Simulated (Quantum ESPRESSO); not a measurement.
## InHf3Pd3Sc (input and log of a self-consistent run)

Simulated, not a measurement. The program is pw.x of Quantum ESPRESSO 7.5 (plane-wave density functional theory). The cell is made up: eight metal atoms on a face-centred cubic lattice, with elements, volume, strain and displacements drawn at random and not relaxed, so it may be unstable or far from any real phase. PseudoDojo standard norm-conserving files set the functional (PBE unless stated); there is no spin polarisation or spin-orbit coupling, the Fermi-Dirac width of 0.25 eV means electrons at about 2900 K, and the masses in the input are unused placeholders. Heavy elements are run without spin-orbit coupling, which real alloys of them have. A spin test at this wide smearing found no moment, but such smearing suppresses magnetism that the real alloy may have.

Input:

```
&control calculation='scf', pseudo_dir='./dojo.nc.sr.pbe.v0_5.standard.upf', outdir='./o', disk_io='minimal', tprnfor=.true., tstress=.true. /
&system ibrav=0, nat=8, ntyp=4, nbnd=74, ecutwfc=84.00895049, nosym=.true., tot_charge=0,
 occupations='smearing', smearing='fd', degauss=0.0183746611
/
&electrons conv_thr=1.470e-08, electron_maxstep=70, mixing_beta=0.5 /
ATOMIC_SPECIES
Hf 1.0 Hf.upf
In 1.0 In.upf
Pd 1.0 Pd.upf
Sc 1.0 Sc.upf
CELL_PARAMETERS angstrom
-0.0456 2.2171 2.184
-4.3835 4.5236 -4.3664
-4.3414 -4.4115 4.4364
ATOMIC_POSITIONS angstrom
In 0.0028 -0.0224 0.0196
Hf -4.3871 -2.0313 2.0743
Pd -4.4518 0.1001 -0.0395
Hf -4.3378 2.2704 -2.2309
Pd -2.0977 0.1287 2.1953
Sc -2.178 2.1724 -0.1077
Pd -6.4793 0.2966 2.4061
Hf -6.4289 2.1187 0.0159
K_POINTS automatic
7 3 3 1 1 1
```

The log is shortened where brackets say so; the opening notice, blank lines, dates and the lines on written files are dropped, and the path of the files is cut. It prints rydbergs, bohrs and kilobars, and counts compression as positive stress. Its total energy is the free energy E - TS of the whole cell.

```
     Program PWSCF v.7.5
     Parallel version (MPI & OpenMP), running on       4 processor cores
     Number of MPI processes:                 4
     Threads/MPI process:                     1
     [start-up lines left out]
     bravais-lattice index     =            0
     lattice parameter (alat)  =       5.8817  a.u.
     unit-cell volume          =    1148.7818 (a.u.)^3
     number of atoms/cell      =            8
     number of atomic types    =            4
     number of electrons       =       114.00
     number of Kohn-Sham states=           74
     kinetic-energy cutoff     =      84.0090  Ry
     charge density cutoff     =     336.0358  Ry
     scf convergence threshold =      1.5E-08
     mixing beta               =       0.5000
     number of iterations used =            8  plain     mixing
     Exchange-correlation= PBE
                           (   1   4   3   4   0   0   0)
     [axes and pseudopotential details left out]
   Cartesian axes
     site n.     atom                  positions (alat units)
         1        In     tau(   1) = (   0.0008996  -0.0071969   0.0062973  )
         2        Hf     tau(   2) = (  -1.4095238  -0.6526329   0.6664483  )
         3        Pd     tau(   3) = (  -1.4303111   0.0321610  -0.0126909  )
         4        Hf     tau(   4) = (  -1.3936842   0.7294529  -0.7167620  )
         5        Pd     tau(   5) = (  -0.6739664   0.0413498   0.7053241  )
         6        Sc     tau(   6) = (  -0.6997658   0.6979666  -0.0346027  )
         7        Pd     tau(   7) = (  -2.0817231   0.0952941   0.7730517  )
         8        Hf     tau(   8) = (  -2.0655301   0.6807134   0.0051085  )
     number of k points=    32  Fermi-Dirac smearing, width (Ry)=  0.0184
                       cart. coord. in units 2pi/alat
        k(    1) = (  -0.1178856   0.0486504   0.0499454), wk =   0.0634921
        k(    2) = (   0.1205374   0.1677709  -0.0660023), wk =   0.0634921
     [further k points left out]
     Dense  grid:   119499 G-vectors     FFT dimensions: (  36,  90,  90)
     Estimated max dynamical RAM per process >     357.64 MB
     Estimated total dynamical RAM >       1.31 GB
     Initial potential from superposition of free atoms
     starting charge     113.9874, renormalised to     114.0000
     Starting wfcs are   76 randomized atomic wfcs
     total cpu time spent up to now is        6.8 secs
     per-process dynamical memory:   261.1 Mb
     Self-consistent Calculation
     iteration #  1     ecut=    84.01 Ry     beta= 0.50
     Davidson diagonalization with overlap
     ethr =  1.00E-02,  avg # of iterations =  3.6
     total cpu time spent up to now is       23.5 secs
     total energy              =   -1367.51976240 Ry
     estimated scf accuracy    <      21.04781989 Ry
     iteration #  2     ecut=    84.01 Ry     beta= 0.50
     Davidson diagonalization with overlap
     ethr =  1.00E-02,  avg # of iterations =  3.7
     total cpu time spent up to now is       43.9 secs
     total energy              =   -1378.37992941 Ry
     estimated scf accuracy    <      67.12146221 Ry
     iteration #  3     ecut=    84.01 Ry     beta= 0.50
     Davidson diagonalization with overlap
     ethr =  1.00E-02,  avg # of iterations =  2.8
     total cpu time spent up to now is       60.6 secs
     total energy              =   -1381.80976706 Ry
     estimated scf accuracy    <      10.65605452 Ry
     iteration #  4     ecut=    84.01 Ry     beta= 0.50
     Davidson diagonalization with overlap
     ethr =  9.35E-03,  avg # of iterations =  1.9
     total cpu time spent up to now is       74.2 secs
     total energy              =   -1381.56996835 Ry
     estimated scf accuracy    <       6.04023900 Ry
     iteration #  5     ecut=    84.01 Ry     beta= 0.50
     Davidson diagonalization with overlap
     ethr =  5.30E-03,  avg # of iterations =  2.0
     total cpu time spent up to now is       88.1 secs
     total energy              =   -1381.43055968 Ry
     estimated scf accuracy    <       3.43357170 Ry
     [iterations 6 to 15 left out]
     iteration # 16     ecut=    84.01 Ry     beta= 0.50
     Davidson diagonalization with overlap
     ethr =  1.05E-08,  avg # of iterations =  2.2
     total cpu time spent up to now is      256.5 secs
     total energy              =   -1381.32693444 Ry
     estimated scf accuracy    <       0.00001916 Ry
     iteration # 17     ecut=    84.01 Ry     beta= 0.50
     Davidson diagonalization with overlap
     ethr =  1.05E-08,  avg # of iterations =  1.9
     total cpu time spent up to now is      270.0 secs
     total energy              =   -1381.32693583 Ry
     estimated scf accuracy    <       0.00000582 Ry
     iteration # 18     ecut=    84.01 Ry     beta= 0.50
     Davidson diagonalization with overlap
     ethr =  5.10E-09,  avg # of iterations =  1.0
     total cpu time spent up to now is      282.9 secs
     total energy              =   -1381.32693635 Ry
     estimated scf accuracy    <       0.00000034 Ry
     iteration # 19     ecut=    84.01 Ry     beta= 0.50
     Davidson diagonalization with overlap
     ethr =  2.97E-10,  avg # of iterations =  2.2
     total cpu time spent up to now is      297.2 secs
     total energy              =   -1381.32693639 Ry
     estimated scf accuracy    <       0.00000006 Ry
     iteration # 20     ecut=    84.01 Ry     beta= 0.50
     Davidson diagonalization with overlap
     ethr =  4.89E-11,  avg # of iterations =  3.3
     total cpu time spent up to now is      312.5 secs
     End of self-consistent calculation
     [lines on levels left out]
!    total energy              =   -1381.32693640 Ry
     estimated scf accuracy    <       0.00000001 Ry
     smearing contrib. (-TS)   =      -0.11962289 Ry
     internal energy E=F+TS    =   -1381.20731351 Ry
     The total energy is F=E-TS. E is the sum of the following terms:
     one-electron contribution =    -534.51678001 Ry
     hartree contribution      =     318.72358788 Ry
     xc contribution           =    -268.43777923 Ry
     ewald contribution        =    -896.97634215 Ry
     convergence has been achieved in  20 iterations
     Forces acting on atoms (cartesian axes, Ry/au):
     atom    1 type  2   force =     0.00160835    0.00178749   -0.00820717
     atom    2 type  1   force =     0.03430661    0.01654306   -0.02246872
     atom    3 type  3   force =     0.01411689    0.01111571   -0.00603698
     atom    4 type  1   force =    -0.01612651    0.01554469   -0.03314063
     atom    5 type  3   force =    -0.00485286   -0.01596136    0.01273986
     atom    6 type  4   force =    -0.01896498   -0.01494221    0.03742377
     atom    7 type  3   force =    -0.01627293   -0.02228701    0.00015941
     atom    8 type  1   force =     0.00618542    0.00819964    0.01953046
     Total force =     0.087524     Total SCF correction =     0.000720
     Computing stress (Cartesian axis) and pressure
          total   stress  (Ry/bohr**3)                   (kbar)     P=      -73.50
  -0.00070639   0.00007911   0.00006153         -103.91       11.64        9.05
   0.00007911  -0.00043635   0.00021232           11.64      -64.19       31.23
   0.00006153   0.00021232  -0.00035614            9.05       31.23      -52.39
     init_run     :      6.41s CPU      6.67s WALL (       1 calls)
     electrons    :    298.54s CPU    305.70s WALL (       1 calls)
     forces       :      2.24s CPU      2.29s WALL (       1 calls)
     stress       :      7.89s CPU      8.09s WALL (       1 calls)
     [timing details left out]
     PWSCF        :   5m15.26s CPU   5m23.02s WALL
     JOB DONE.
```

In other units: free energy -18793.910 eV for the cell, pressure -7.35 GPa, largest force component 0.962 eV/Å in size. The run took 325 s of wall time with four MPI processes on a shared machine (Intel Xeon, older, virtual cores), so the time is rough. A rerun of this cell at a higher cutoff and on a denser mesh moved values by no more than 0.004 eV in energy, 0.04 GPa in stress and 0.012 eV/Å in force, and a second program with other atomic files agreed on that cell to 2 % rms in force and 0.5 GPa in pressure.